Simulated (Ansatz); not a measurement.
The start is a randomly generated symmetric cell of ZrO2 (space group No. 118). Cell shape, volume and atoms are optimised at zero target pressure with PBEsol (plane waves to 420 eV, PAW, scalar-relativistic; Ansatz, an electronic-structure program). The first steps use a coarse 5×5×6 k-mesh.

The start:
```yaml
crystal:
  lattice:
    - [4.71008, 0.00000, 0.00000]
    - [0.00000, 4.71008, 0.00000]
    - [0.00000, 0.00000, 3.68894]
  atoms:
    - { symbol: O, position: [0.85610, 0.64390, 0.25000] }
    - { symbol: O, position: [0.14390, 0.35610, 0.25000] }
    - { symbol: O, position: [0.64390, 0.14390, 0.75000] }
    - { symbol: O, position: [0.35610, 0.85610, 0.75000] }
    - { symbol: Zr, position: [0.00000, 0.00000, 0.00000] }
    - { symbol: Zr, position: [0.50000, 0.50000, 0.50000] }
```

### Question
What is the largest force in the starting geometry, and on which atom (counted from 1)?

### Answer
5.84 eV/Å, on O1, O2, O3, O4 (atoms numbered as listed).

### Question
Does the structure survive the relaxation? Give the final space group.

### Answer
The space group goes from P-4n2 (No. 118) to P4₂/nnm (No. 134), with 6 atoms in the primitive cell.

### Question
By how much does the energy per atom fall from start to end?

### Answer
0.65 eV/atom.

### Question
How does the volume change?

### Answer
+10.9 %, from 13.64 to 15.13 Å³/atom.

### Question
How do the shortest distances between atoms change?

### Answer
The closest pairs of elements (up to four, under 3.6 Å), start → end: O–O 1.92 → 3.10 Å; O–Zr 2.03 → 1.96 Å.

### Question
Is the relaxed structure metallic? Give its gap.

### Answer
2.73 eV, direct at Γ (no spin-orbit coupling).

### Question
Give the final cell and atomic positions.

### Answer

```cif
data_O4Zr2
_chemical_formula_sum 'O4 Zr2'
_space_group_name_H-M_alt 'P42/nnm :1'
_space_group_IT_number 134
_space_group_name_Hall 'P 4n 2 -1n'
_cell_length_a 4.81814
_cell_length_b 4.81814
_cell_length_c 3.91048
_cell_angle_alpha 90.000
_cell_angle_beta 90.000
_cell_angle_gamma 90.000
loop_
_space_group_symop_operation_xyz
  'x, y, z'
  '-y+1/2, x+1/2, z+1/2'
  '-x, -y, z'
  'y+1/2, -x+1/2, z+1/2'
  'x, -y, -z'
  '-y+1/2, -x+1/2, -z+1/2'
  '-x, y, -z'
  'y+1/2, x+1/2, -z+1/2'
  '-x+1/2, -y+1/2, -z+1/2'
  'y, -x, -z'
  'x+1/2, y+1/2, -z+1/2'
  '-y, x, -z'
  '-x+1/2, y+1/2, z+1/2'
  'y, x, z'
  'x+1/2, -y+1/2, z+1/2'
  '-y, -x, z'
loop_
_atom_site_label
_atom_site_type_symbol
_atom_site_symmetry_multiplicity
_atom_site_Wyckoff_symbol
_atom_site_fract_x
_atom_site_fract_y
_atom_site_fract_z
_atom_site_occupancy
O1 O 4 e 0.25000 0.25000 0.25000 1
Zr1 Zr 2 a 0.00000 0.00000 0.00000 1
```

Final values are on a 7×7×9 k-mesh of the relaxed cell. No spin polarisation in the result.

The run could not lose the symmetry of its start: the end is stationary, and may be a saddle point rather than a minimum.

The relaxed structure here is a generated cell of ZrO2: the first start was made by a random draw of sites in a space group, and the end was not matched to a known phase here, so it may be hypothetical. Known forms of ZrO2 include space group No. 14, 137, 225.
